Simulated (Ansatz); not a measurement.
BePd (CsCl type)

```xyz
2
Lattice="2.7726 0.0000 0.0000 0.0000 2.7726 0.0000 0.0000 0.0000 2.7726" Properties=species:S:1:pos:R:3 pbc="T T T"
Be     0.0000     0.0000     0.0000
Pd     1.3863     1.3863     1.3863
```

The slice is a {210} plane (indices of the conventional cell) through the point (0.500, 0.500, 0.500) (fractional), spanned by u = [100] and v = [021] in vectors of this cell: u (2.77 Å) and v (6.20 Å, at 90° to u). It covers one period; positions are fractions (u, v).

Level of theory: LDA (plane waves to 420 eV, PAW, scalar-relativistic; Ansatz, an electronic-structure program). k mesh 17×17×17. These are valence fields of a PAW run, semicore shells included where kept as valence: close to a nucleus they are smooth pseudo fields. BePd is run without spin polarisation. BePd was relaxed with its symmetry unable to fall.

Task: Predict the map of the electron localisation function (ELF) on the slice.

Result: 
```
|xxxx@@**        **@@xx|
|@@@@%%--  ....  --%%@@|
|##**--....----....--**|
|      ::==++++==::    |
|  ..--++++++++++++--..|
|::--==**==....==**==--|
|..::==**--    --**==::|
|  ..==**++....++**==..|
|  ..--++**====**++--..|
|    ::==++++++++==::  |
|    ..--========--..  |
|    ..::--====--::..  |
|    ..--========--..  |
|    ::==++++++++==::  |
|  ..--++**====**++--..|
|  ..==**++....++**==..|
|..::==**--    --**==::|
|::--==**==....==**==--|
|  ..--++++++++++++--..|
|      ::==++++==::    |
|##**--....----....--**|
|@@@@%%--  ....  --%%@@|
|xxxx@@**        **@@xx|
|xxxx@@**        **@@xx|
```
Scale: ten equal steps from 0.23 (start of ' ') to 0.54 (end of '@'), in the order ' .:-=+*#%@'. Values: electron localisation function (ELF). The map has 11 points along u (two characters each, u = 0 at the left) and 24 along v (v = 0 in the bottom row). Points within 0.5 Å of a nucleus are blanked (x), as the pseudised field means little there.
